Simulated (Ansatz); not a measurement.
AlRu:
```yaml
crystal:
  lattice:
    - [2.98251, 0.00000, 0.00000]
    - [0.00000, 2.98251, 0.00000]
    - [0.00000, 0.00000, 2.98251]
  atoms:
    - { symbol: Al, position: [0.00000, 0.00000, 0.00000] }
    - { symbol: Ru, position: [0.50000, 0.50000, 0.50000] }
```

Relaxed with r²SCAN.

Q: List the phonon frequencies at the special points (DFPT on a 4×4×4 q-mesh, Fourier-interpolated; plane-wave PAW r²SCAN (Ansatz code)).

A: In cm⁻¹; no LO–TO term at Γ, as the run had none.

```csv
q,frequencies
Γ,0 0 0 323 323 323
X,164 164 218 296 296 335
M,112 112 193 285 359 359
R,191 191 191 343 343 343
```

Space group Pm-3m (CsCl type). The r²SCAN relaxation kept the symmetry of its start; phonons on a q-mesh show no instability. No spin polarisation was allowed. As this level gives no gap, phonon frequencies hold no LO–TO term and depend on the k-mesh and smearing (Fermi–Dirac, 0.1 eV here).

Potentials: the later of the program's two PAW sets.
